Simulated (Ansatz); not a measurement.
Here is the system:

TiNF:
```
CELL_PARAMETERS angstrom
     -1.92667     1.92667     4.94938
      1.92667    -1.92667     4.94938
      1.92667     1.92667    -4.94938
ATOMIC_POSITIONS crystal
  Ti 0.59840 0.09840 0.50000
  Ti 0.84840 0.84840 0.00000
  N  0.66719 0.66719 0.00000
  N  0.41719 0.91719 0.50000
  F  0.85941 0.35941 0.50000
  F  0.10941 0.10941 0.00000
```

This is the PBEsol-relaxed structure. x, y and z are the axes in which the lattice vectors are written.

All from PBEsol (plane waves, PAW; program Ansatz), unless another level is named. Give the Poisson's ratio.

0.34.

Next, the elastic constants (relaxed ions, GPa)?

C11 = 297, C12 = 87.3, C13 = 89.5, C33 = 152, C44 = 28.3, C66 = 55.0.

Give the piezoelectric stress constants (proper, relaxed ions, C/m²).

e15 = e24 = -1.80, e31 = e32 = -0.65, e33 = -1.08.

Space group I4_1md. The workflow started from a Materials Project entry (that database holds measured and hypothetical structures alike); the Crystallography Open Database copy checked does not list it. Its standing as an ambient phase is unchecked. The cell was relaxed with PBEsol under the symmetry of its start; whether a distortion lowers the energy is not shown. The run is not spin-polarised. Signs of piezoelectric constants follow the polarity of the cell as given.

Potentials: the later of the program's two PAW sets.
